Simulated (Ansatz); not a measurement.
Fe:
```
CELL_PARAMETERS angstrom
     -1.39288     1.39288     1.39288
      1.39288    -1.39288     1.39288
      1.39288     1.39288    -1.39288
ATOMIC_POSITIONS crystal
  Fe 0.00000 0.00000 0.00000
```
Starting moments (μB, in the order of the atoms Fe): 2.1.

Relaxed with PBEsol. Special points in fractions of this cell's reciprocal vectors: Γ (0.000, 0.000, 0.000); H (0.500, -0.500, 0.500); N (0.000, 0.000, 0.500); P (0.250, 0.250, 0.250).

Q: List the band energies nearest the Fermi level at these points for DFT-PBEsol in the program Ansatz with PAW potentials.

A: In eV from the Fermi level; about four levels below and three above (degenerate sets whole), none deeper than 8.9 eV; … stands for higher levels left out; points with the same levels are listed once.

| k | below | above |
|---|---|---|
| Γ ↑ | -2.42 -2.42 -2.42 -1.05 -1.05 | … |
| H ↑ | -5.20 -5.20 | 0.23 0.23 0.23 |
| N ↑ | -5.28 -3.61 -0.99 -0.84 | 0.33 0.53 … |
| P ↑ | -3.46 -3.46 -3.46 -0.80 -0.80 | … |
| Γ ↓ | -8.67 -0.61 -0.61 -0.61 | … |
| H ↓ | -3.49 -3.49 | 2.31 2.31 2.31 |
| N ↓ | -4.05 -1.99 | 0.55 1.40 1.81 |
| P ↓ | -2.13 -2.13 -2.13 | 1.86 1.86 … |

Space group Im-3m (bcc (W type)). The PBEsol relaxation kept the symmetry of its start. Spin order of the final state: ferromagnetic, chosen from 3 collinear starts compared on coarse meshes (ties went to the first, and starts can fall back to one state), not a proven ground state. Textbook magnetic order: ferromagnetic.

Potentials: the later of the program's two PAW sets.
